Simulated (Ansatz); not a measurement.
Relaxation of a generated cell, Pb placed in the A7 structure type; 2 atoms in the cell, which starts as R-3m, hexagonal axes (No. 166), hR2; a = b = 4.485 Å, c = 12.475 Å, α = β = 90.00°, γ = 120.00°. The numbers are results of PBEsol (plane waves to 420 eV, PAW, scalar-relativistic; Ansatz, a program for electronic structure), not measurements. Γ-centred k-mesh 9×9×9 on the run's cell (coarser than for final values), Fermi–Dirac smearing 0.05 eV. This is the first round of the run. 

The optimiser's lines from the output (shortened; P is positive under compression):

```
relax step   1: F+E_penalty+E_count = -23513.54460658 eV  Δ(F+E_penalty+E_count) = +0.000e0 eV  max|allowed force component| = 9.600e-1 eV/Å  Δτ_max = 0.0000 Å  P = -0.874 GPa  Ω = 72.431 Å³  (7 SCF iters, dr2 threshold 1.00e-7 eV, accepted)
relax step   2: F+E_penalty+E_count = -23513.90326853 eV  Δ(F+E_penalty+E_count) = -3.587e-1 eV  max|allowed force component| = 4.800e-1 eV/Å  Δτ_max = 0.1948 Å  P = -1.104 GPa  Ω = 66.823 Å³  (6 SCF iters, dr2 threshold 2.00e-7 eV, accepted)
relax step   3: F+E_penalty+E_count = -23513.80443079 eV  Δ(F+E_penalty+E_count) = +9.884e-2 eV  max|allowed force component| = 9.804e-1 eV/Å  Δτ_max = 0.1922 Å  P = +5.079 GPa  Ω = 59.264 Å³  (6 SCF iters, dr2 threshold 2.00e-7 eV, rejected (line search))
relax step   4: F+E_penalty+E_count = -23513.95529756 eV  Δ(F+E_penalty+E_count) = -5.203e-2 eV  max|allowed force component| = 9.687e-2 eV/Å  Δτ_max = 0.0688 Å  P = -0.801 GPa  Ω = 65.588 Å³  (11 SCF iters, accepted)
relax step   5: F+E_penalty+E_count = -23513.96741931 eV  Δ(F+E_penalty+E_count) = -1.212e-2 eV  max|allowed force component| = 1.992e-2 eV/Å  Δτ_max = 0.0133 Å  P = -0.193 GPa  Ω = 64.397 Å³  (5 SCF iters, dr2 threshold 2.00e-7 eV, accepted)
relax step   6: F+E_penalty+E_count = -23513.96984819 eV  Δ(F+E_penalty+E_count) = -2.429e-3 eV  max|allowed force component| = 1.181e-3 eV/Å  Δτ_max = 0.0031 Å  P = +0.019 GPa  Ω = 64.018 Å³  (4 SCF iters, dr2 threshold 2.00e-7 eV, accepted)
relax step   7: F+E_penalty+E_count = -23513.97496913 eV  Δ(F+E_penalty+E_count) = -5.121e-3 eV  max|allowed force component| = 8.803e-3 eV/Å  Δτ_max = 0.0020 Å  P = +0.098 GPa  Ω = 63.818 Å³  (5 SCF iters, dr2 threshold 7.82e-8 eV, accepted)
relax step   8: F+E_penalty+E_count = -23514.00487250 eV  Δ(F+E_penalty+E_count) = -2.990e-2 eV  max|allowed force component| = 2.484e-2 eV/Å  Δτ_max = 0.0021 Å  P = +0.144 GPa  Ω = 63.343 Å³  (5 SCF iters, dr2 threshold 2.00e-7 eV, accepted)
relax step   9: F+E_penalty+E_count = -23514.05792891 eV  Δ(F+E_penalty+E_count) = -5.306e-2 eV  max|allowed force component| = 4.487e-2 eV/Å  Δτ_max = 0.0026 Å  P = +0.441 GPa  Ω = 62.301 Å³  (5 SCF iters, dr2 threshold 2.00e-7 eV, accepted)
relax step  10: F+E_penalty+E_count = -23514.13294477 eV  Δ(F+E_penalty+E_count) = -7.502e-2 eV  max|allowed force component| = 7.651e-2 eV/Å  Δτ_max = 0.0030 Å  P = +0.648 GPa  Ω = 61.198 Å³  (5 SCF iters, dr2 threshold 2.00e-7 eV, accepted)
relax step  11: F+E_penalty+E_count = -23514.21316107 eV  Δ(F+E_penalty+E_count) = -8.022e-2 eV  max|allowed force component| = 8.676e-2 eV/Å  Δτ_max = 0.0007 Å  P = +0.531 GPa  Ω = 59.996 Å³  (5 SCF iters, dr2 threshold 2.00e-7 eV, accepted)
relax step  12: F+E_penalty+E_count = -23514.25357064 eV  Δ(F+E_penalty+E_count) = -4.041e-2 eV  max|allowed force component| = 4.441e-2 eV/Å  Δτ_max = 0.0153 Å  P = +0.265 GPa  Ω = 58.759 Å³  (5 SCF iters, dr2 threshold 2.00e-7 eV, accepted)
relax step  13: F+E_penalty+E_count = -23514.25412167 eV  Δ(F+E_penalty+E_count) = -5.510e-4 eV  max|allowed force component| = 7.194e-4 eV/Å  Δτ_max = 0.0051 Å  P = -0.139 GPa  Ω = 58.982 Å³  (4 SCF iters, dr2 threshold 2.00e-7 eV, accepted)
relax step  14: F+E_penalty+E_count = -23514.25422720 eV  Δ(F+E_penalty+E_count) = -1.055e-4 eV  max|allowed force component| = 3.488e-5 eV/Å  Δτ_max = 0.0001 Å  P = -0.005 GPa  Ω = 58.899 Å³  (3 SCF iters, dr2 threshold 2.00e-7 eV, accepted)
relax step  15: F+E_penalty+E_count = -23514.30860734 eV  Δ(F+E_penalty+E_count) = -5.438e-2 eV  max|allowed force component| = 4.178e-5 eV/Å  Δτ_max = 0.0000 Å  P = +1.348 GPa  Ω = 58.899 Å³  stress off target by 3.89e0 GPa  SCF on the basis re-selected at this cell (its energy is not comparable with the rows above)  (8 SCF iters)
relax step  16: F+E_penalty+E_count = -23514.32993870 eV  Δ(F+E_penalty+E_count) = -2.133e-2 eV  max|allowed force component| = 4.359e-4 eV/Å  Δτ_max = 0.0001 Å  P = +0.414 GPa  Ω = 59.769 Å³  (4 SCF iters, dr2 threshold 2.00e-7 eV, accepted)
relax step  17: F+E_penalty+E_count = -23514.34452671 eV  Δ(F+E_penalty+E_count) = -1.459e-2 eV  max|allowed force component| = 2.854e-6 eV/Å  Δτ_max = 0.0001 Å  P = +0.050 GPa  Ω = 59.932 Å³  (4 SCF iters, dr2 threshold 2.00e-7 eV, accepted)
relax step  18: F+E_penalty+E_count = -23514.34641712 eV  Δ(F+E_penalty+E_count) = -1.890e-3 eV  max|allowed force component| = 3.841e-3 eV/Å  Δτ_max = 0.0007 Å  P = +0.100 GPa  Ω = 59.731 Å³  (4 SCF iters, dr2 threshold 2.00e-7 eV, accepted)
relax step  19: F+E_penalty+E_count = -23514.34634304 eV  Δ(F+E_penalty+E_count) = +7.409e-5 eV  max|allowed force component| = 1.171e-5 eV/Å  Δτ_max = 0.0007 Å  P = -0.130 GPa  Ω = 60.026 Å³  (4 SCF iters, dr2 threshold 2.61e-8 eV, rejected (line search))
relax step  20: F+E_penalty+E_count = -23514.34643097 eV  Δ(F+E_penalty+E_count) = -1.385e-5 eV  max|allowed force component| = 1.770e-4 eV/Å  Δτ_max = 0.0007 Å  P = -0.026 GPa  Ω = 59.891 Å³  (6 SCF iters, accepted)
relax step  21: F+E_penalty+E_count = -23514.34643912 eV  Δ(F+E_penalty+E_count) = -8.149e-6 eV  max|allowed force component| = 1.854e-4 eV/Å  Δτ_max = 0.0000 Å  P = -0.000 GPa  Ω = 59.860 Å³  (3 SCF iters, dr2 threshold 2.65e-9 eV, accepted)
relax step  22: F+E_penalty+E_count = -23514.34658420 eV  Δ(F+E_penalty+E_count) = -1.451e-4 eV  max|allowed force component| = 1.854e-4 eV/Å  Δτ_max = 0.0000 Å  P = -0.005 GPa  Ω = 59.860 Å³  stress off target by 8.37e-3 GPa  SCF on the basis re-selected at this cell (its energy is not comparable with the rows above)  (6 SCF iters)
```

From the first to the last row the energy changes by -0.40 eV/atom and the volume by -17.4 %. The last row is marked as not comparable with the walk above it, whose basis was carried along; it does compare with step 1, since both stand on a basis selected at the nominal cutoff for their own cell.

Energy and pressure jump between steps 14 and 15 at one geometry, where the plane-wave basis was selected anew. While the cell walks, the set of plane waves is carried along, so its effective cutoff drifts with the strain; re-selecting it at 420 eV moved the energy by -0.027 eV/atom and the pressure by 1.4 GPa. Only step 1 and rows on a re-selected basis compare with each other.

Steps 3, 19 were rejected by the optimiser.

Later rounds, restarted from the end of this one on a renewed k-mesh, logged 6 more steps and released under 0.01 eV/atom more. The final structure after all rounds: Fm-3m (No. 225), cF4, fcc (Cu type); a = 4.9309 Å, b = 4.9309 Å, c = 4.9309 Å, α = 90.00°, β = 90.00°, γ = 90.00°. Between re-selections the logged energies stand on a plane-wave basis carried along with the cell. No spin polarisation in the result.

The run could not lose the symmetry of its start.
